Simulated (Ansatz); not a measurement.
LiC6:
```yaml
crystal:
  lattice:
    - [4.30943, 0.00000, 0.00000]
    - [-2.15471, 3.73207, 0.00000]
    - [0.00000, 0.00000, 3.65619]
  atoms:
    - { symbol: Li, position: [0.00000, 0.00000, 0.00000] }
    - { symbol: C, position: [0.00000, 0.33360, 0.50000] }
    - { symbol: C, position: [0.00000, 0.66640, 0.50000] }
    - { symbol: C, position: [0.66640, 0.00000, 0.50000] }
    - { symbol: C, position: [0.33360, 0.00000, 0.50000] }
    - { symbol: C, position: [0.66640, 0.66640, 0.50000] }
    - { symbol: C, position: [0.33360, 0.33360, 0.50000] }
```

This is the PBEsol-relaxed structure. Cartesian axes are those of the cell as given.

Problem. All from DFT-PBEsol in the program Ansatz with PAW potentials, unless another level is named. Give the highest zone-centre frequency.

Solution. 176.4 meV.

Problem. Predict the bulk modulus (Birch–Murnaghan fit).

Solution. 63.7 GPa.

Problem. And the elastic constants (relaxed ions, GPa)?

Solution. C11 = 940, C12 = 160, C13 = 1.9, C33 = 68.6, C44 = 18.8.

Space group P6/mmm. The workflow started from a Materials Project entry (that database holds measured and hypothetical structures alike); the Crystallography Open Database copy checked does not list it. Its standing as an ambient phase is unchecked. The cell was relaxed with PBEsol under the symmetry of its start; of distortions, only those at the zone centre were tested. As this level gives no gap, shear constants depend on the k-mesh and smearing (Fermi–Dirac, 0.1 eV here).

Potentials: the later of the program's two PAW sets.
